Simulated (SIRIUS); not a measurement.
SIRIUS run on GePd (Pnma, 8 atoms in the cell; from Materials Project mp-1424, changed as shown): self-consistent single point.

All values come from this method and carry its errors: LDA (PW92), GBRV LDA ultrasoft pseudopotentials (plane waves; SIRIUS 7.12.0).

The change in words: lattice scaled by 0.98. Reference geometry (Pnma):
```
GePd
1.0
    5.78357     0.00000     0.00000
    0.00000     3.54926     0.00000
    0.00000     0.00000     6.29615
Ge Pd
4 4
Direct
  0.81460   0.75000   0.57781
  0.18540   0.25000   0.42219
  0.68540   0.25000   0.07781
  0.31460   0.75000   0.92219
  0.99622   0.75000   0.19099
  0.00378   0.25000   0.80901
  0.50378   0.25000   0.69099
  0.49622   0.75000   0.30901
```

Reference input (self-consistent single point, DFT, LDA (PW92), plane waves, GBRV LDA ultrasoft pseudopotentials): parameters.ngridk = 4 6 4; parameters.xc_functionals = [XC_LDA_X, XC_LDA_C_PW]; parameters.gk_cutoff = 6.325 1/bohr; parameters.pw_cutoff = 14.143 1/bohr; parameters.smearing = fermi_dirac; parameters.smearing_width = 0.00367493 Ha; potentials = GBRV LDA ultrasoft pseudopotentials; parameters.electronic_structure_method = pseudopotential; parameters.num_bands = 72; parameters.num_mag_dims = 0; parameters.num_dft_iter = 100; parameters.energy_tol = 1e-07 Ha. This run's input differs from it in these lines:

```diff
@@ -32,5 +32,5 @@
     "lattice_vectors": [
-      [10.9293633226, 0.0, 0.0],
-      [0.0, 6.7071293451, 0.0],
-      [0.0, 0.0, 11.8979991396]
+      [10.710776812, 0.0, 0.0],
+      [0.0, 6.5729871361, 0.0],
+      [0.0, 0.0, 11.6600391568]
     ],
```

The program printed (abridged):

```
[find] density tolerance         : 1e-06
[find] total energy tolerance    : 1e-07
[find] iter_solver_tol (initial) : 0.01
[find] iter_solver_tol (target)  : 1e-13
[find] num_dft_iter              : 100
Charges and magnetic moments
--------------------------------------------------------------------------------
total charge          : 120.000000
[find] | SCF iteration   0 out of 100|
[diagonalize] iterative solver tolerance (occupied, empty): 0.01 0.01
[diagonalize] average number of iterations: 2.25
[find] Charges and magnetic moments
[find] total charge          : 120.000000
[find] Energy
   [... lines left out ...]

[find] Charges and magnetic moments
[find] total charge          : 120.000000
[find] Energy
[find] smearing (-TS)                 :      -0.00164363
[find] Total energy                   :    -823.96686144 (Ha),   -1647.93372287 (Ry)
[find] Free energy (E-TS)             :    -823.96850507 (Ha),   -1647.93701013 (Ry)
[find] band gap (eV)                  :       0.00000000
[find] Efermi                         :       0.60684792
[find] iteration : 15, RMS (target) : 8.1238e-07 (1.0000e-06) , energy difference (target) : -8.2321e-10 (1.0000e-07)
[find] bands are converged : true
[find] iterative solver converged : false
[find] converged after 16 SCF iterations!
[find] Charges and magnetic moments
[find] total charge          : 120.000000
[find] Energy
[find] smearing (-TS)                 :      -0.00164363
[find] Total energy                   :    -823.96686144 (Ha),   -1647.93372287 (Ry)
[find] Free energy (E-TS)             :    -823.96850507 (Ha),   -1647.93701013 (Ry)
[find] band gap (eV)                  :       0.00000000
[find] Efermi                         :       0.60684792
[ground_state] === stress tensor components [kbar] ===
[ground_state] === stress_total ===
[ground_state]   -32.739970    0.000000    0.000000
[ground_state]     0.000000  -27.870154    0.000000
[ground_state]     0.000000    0.000000  -23.942058
[ground_state] ==== total Forces in Ha/bohr =====
   [... lines left out ...]
[ground_state] atom:    3, force:       0.0004309     -0.0000000     -0.0002552
[ground_state] atom:    4, force:      -0.0012912     -0.0000000     -0.0020636
[ground_state] atom:    5, force:       0.0012912      0.0000000      0.0020636
[ground_state] atom:    6, force:       0.0012912      0.0000000     -0.0020636
[ground_state] atom:    7, force:      -0.0012912     -0.0000000      0.0020636
```

The run converged in 16 iterations. SIRIUS prints the stress tensor with tension positive. Against the reference run the free energy falls by 12.9 meV/atom, the pressure goes from -6.61 to 2.82 GPa and the largest force goes from 0.117 to 0.125 eV/Å.

The structure comes from a collection of computed structures, made at another level of theory; the collection holds predicted forms beside known ones. No clean gap shows at this smearing width and mesh (spacing up to 0.30 Å⁻¹); the mesh is coarse for partly filled bands, so the values carry mesh errors.

Cost on one core: about 2.2 core-minutes (a rough figure).
